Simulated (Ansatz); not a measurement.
SiC:
```
CELL_PARAMETERS angstrom
      3.07127     0.00000     0.00000
     -1.53563     2.65979     0.00000
      0.00000     0.00000     5.03641
ATOMIC_POSITIONS crystal
  Si 0.33333 0.66667 0.49948
  Si 0.66667 0.33333 0.99948
  C  0.33333 0.66667 0.87552
  C  0.66667 0.33333 0.37552
```

Relaxed with HSE06.

Task: Give the Bader charges and basin volumes of the independent atoms, HSE06 (plane waves, PAW; program Ansatz).

Result: 

```tsv
atom	Bader charge (e)	Bader volume (Å³)
Si1	+2.86	4.3
C3	-2.86	16.3
```

Space group P6_3mc (wurtzite). Symmetry was held in the HSE06 relaxation.

Potentials: the earlier of the program's two PAW sets. The files were generated under PBE; for other functionals the program regenerates the frozen cores, and for LDA and PBEsol the local potential too.
